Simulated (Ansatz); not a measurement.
Relaxed-ion elastic tensor of ScAlN2 in space group P3m1 (No. 156; Sc on 1b, N on 1b, Al on 1c, N on 1c) in GPa (Voigt order), plane-wave PAW r²SCAN (Ansatz code); density 3.36 g/cm³, 12.36 Å³ per atom.

```json
[
 {"": "1", "1": "279", "2": "122", "3": "131", "4": "-3.7", "5": "0.0", "6": "0.0"},
 {"": "2", "1": "122", "2": "279", "3": "131", "4": "3.7", "5": "0.0", "6": "0.0"},
 {"": "3", "1": "131", "2": "131", "3": "207", "4": "0.0", "5": "0.0", "6": "0.0"},
 {"": "4", "1": "-3.7", "2": "3.7", "3": "0.0", "4": "73.5", "5": "0.0", "6": "0.0"},
 {"": "5", "1": "0.0", "2": "0.0", "3": "0.0", "4": "0.0", "5": "73.5", "6": "-3.7"},
 {"": "6", "1": "0.0", "2": "0.0", "3": "0.0", "4": "0.0", "5": "-3.7", "6": "78.7"}
]
```

Q: Is the crystal mechanically stable?

A: Yes: the smallest eigenvalue of C is 71.6 GPa.

Q: Work out the Voigt, Reuss and Hill averages.

A: K_V = 170, K_R = 167, K_H = 169; G_V = 70.7, G_R = 68.0, G_H = 69.3 GPa.

Q: Give Young's modulus, Poisson's ratio, Pugh's ratio and the universal anisotropy index.

A: E = 9KG/(3K + G) = 183 GPa; ν = 0.32; K/G = 2.43 (ductile by the Pugh limit of 1.75); A_U = 5G_V/G_R + K_V/K_R − 6 = 0.22.

Q: Estimate the sound speeds and the Debye temperature.

A: v_l = √((K + 4G/3)/ρ) = 8820 m/s, v_t = √(G/ρ) = 4540 m/s, mean 5090 m/s; Θ = (h/k)(3n/4πV)^(1/3) v_m = 655 K.

Q: How much does each axis shrink under pressure?

A: Linear compressibilities β_i = Σ_j S_ij (j = 1 to 3): x 1.6, y 1.6, z 2.9 per TPa.

The start of the workflow was typed in or built on a structure type; neither database checked (COD, Materials Project) lists it. Whether it is the stable phase at ambient conditions was not checked. The cell was relaxed with r²SCAN under the symmetry of its start; its stability against distortions is not shown here. The run is not spin-polarised.

Potentials: the earlier of the program's two PAW sets.
